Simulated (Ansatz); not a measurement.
InAs:
```xyz
12
Lattice="7.6201 0.0000 0.0000 0.0000 7.6201 0.0000 0.0000 0.0000 7.6201" Properties=species:S:1:pos:R:3 pbc="T T T"
In     1.9050     0.0000     3.8100
In     3.8100     1.9050     0.0000
In     3.8100     5.7151     0.0000
In     5.7151     0.0000     3.8100
In     0.0000     3.8100     5.7151
In     0.0000     3.8100     1.9050
As     1.9050     3.8100     0.0000
As     0.0000     1.9050     3.8100
As     0.0000     5.7151     3.8100
As     5.7151     3.8100     0.0000
As     3.8100     0.0000     5.7151
As     3.8100     0.0000     1.9050
```

Relaxed with PBE.

Problem. Which orbitals make up the states near the Fermi level in the program Ansatz at the PBE level (PAW)?

Solution. Within 0.5 eV of the Fermi level: As 4p 79 %, In 5p 18 %. Projections are on Löwdin-orthogonalised atomic valence shells; empty p or d shells of many metals are not among them.

Problem. Tabulate the density of states.

Solution. States/eV per cell of 12 atoms, in 0.25 eV bins, energy from the Fermi level.

| E (eV) | total | As 4p | In 5p | In 5s |
|---|---|---|---|---|
| -7.85 | 0.00 | 0.00 | 0.00 | 0.00 |
| -7.60 | 0.00 | 0.00 | 0.00 | 0.00 |
| -7.35 | 0.00 | 0.00 | 0.00 | 0.00 |
| -7.10 | 0.00 | 0.00 | 0.00 | 0.00 |
| -6.85 | 0.00 | 0.00 | 0.00 | 0.00 |
| -6.60 | 0.00 | 0.00 | 0.00 | 0.00 |
| -6.35 | 0.00 | 0.00 | 0.00 | 0.00 |
| -6.10 | 0.00 | 0.00 | 0.00 | 0.00 |
| -5.85 | 6.04 | 2.79 | 0.36 | 2.70 |
| -5.60 | 4.61 | 2.07 | 0.25 | 2.06 |
| -5.35 | 2.90 | 1.25 | 0.12 | 1.35 |
| -5.10 | 10.58 | 4.37 | 0.24 | 5.58 |
| -4.85 | 5.29 | 2.20 | 0.16 | 2.54 |
| -4.60 | 3.86 | 1.60 | 0.12 | 1.77 |
| -4.35 | 1.52 | 0.65 | 0.06 | 0.65 |
| -4.10 | 3.33 | 1.41 | 0.14 | 1.36 |
| -3.85 | 2.51 | 1.14 | 0.23 | 0.84 |
| -3.60 | 3.02 | 1.45 | 0.38 | 0.87 |
| -3.35 | 3.88 | 2.06 | 0.80 | 0.72 |
| -3.10 | 2.27 | 1.29 | 0.75 | 0.14 |
| -2.85 | 6.85 | 3.84 | 2.02 | 0.62 |
| -2.60 | 4.09 | 2.37 | 1.25 | 0.28 |
| -2.35 | 9.43 | 5.74 | 3.02 | 0.38 |
| -2.10 | 11.29 | 7.09 | 3.46 | 0.42 |
| -1.85 | 11.42 | 7.42 | 3.41 | 0.34 |
| -1.60 | 4.58 | 3.10 | 1.28 | 0.11 |
| -1.35 | 13.75 | 9.90 | 3.39 | 0.18 |
| -1.10 | 15.44 | 11.59 | 3.27 | 0.23 |
| -0.85 | 8.05 | 6.48 | 1.33 | 0.06 |
| -0.60 | 3.77 | 2.93 | 0.69 | 0.02 |
| -0.35 | 4.49 | 3.54 | 0.82 | 0.01 |
| -0.10 | 1.04 | 0.87 | 0.15 | 0.00 |
| 0.15 | 0.01 | 0.01 | 0.00 | 0.00 |
| 0.40 | 0.07 | 0.04 | 0.01 | 0.02 |
| 0.65 | 0.19 | 0.09 | 0.02 | 0.05 |
| 0.90 | 0.45 | 0.19 | 0.05 | 0.13 |
| 1.15 | 3.14 | 0.91 | 0.90 | 0.90 |
| 1.40 | 4.62 | 1.35 | 1.41 | 1.27 |
| 1.65 | 8.03 | 2.24 | 2.74 | 2.06 |
| 1.90 | 12.65 | 3.14 | 4.54 | 3.03 |
| 2.15 | 7.62 | 2.54 | 2.28 | 1.86 |
| 2.40 | 6.97 | 2.83 | 1.58 | 1.88 |
| 2.65 | 4.14 | 1.82 | 0.69 | 1.25 |
| 2.90 | 0.18 | 0.07 | 0.05 | 0.04 |
| 3.15 | 8.94 | 0.92 | 5.87 | 0.43 |
| 3.40 | 8.70 | 1.33 | 5.48 | 0.51 |
| 3.65 | 9.62 | 1.97 | 5.52 | 0.74 |
| 3.90 | 7.74 | 1.62 | 4.32 | 0.61 |
| 4.15 | 7.55 | 1.52 | 3.94 | 0.52 |
| 4.40 | 11.66 | 2.39 | 6.00 | 0.71 |
| 4.65 | 9.04 | 1.64 | 4.26 | 0.45 |
| 4.90 | 9.08 | 1.99 | 4.60 | 0.39 |

Space group Pm-3n. The start of the workflow was typed in or built on a structure type; neither database checked (COD, Materials Project) lists it. It is not the phase usual at ambient conditions (space group No. 216). Symmetry was held in the PBE relaxation; its stability against distortions is not shown here. The volume moved by 31 % from the start of the relaxation. A small band overlap can be real or an error of a semilocal functional. Scalar-relativistic: spin–orbit coupling is off unless named, which matters more the heavier the elements.

Potentials: the earlier of the program's two PAW sets.
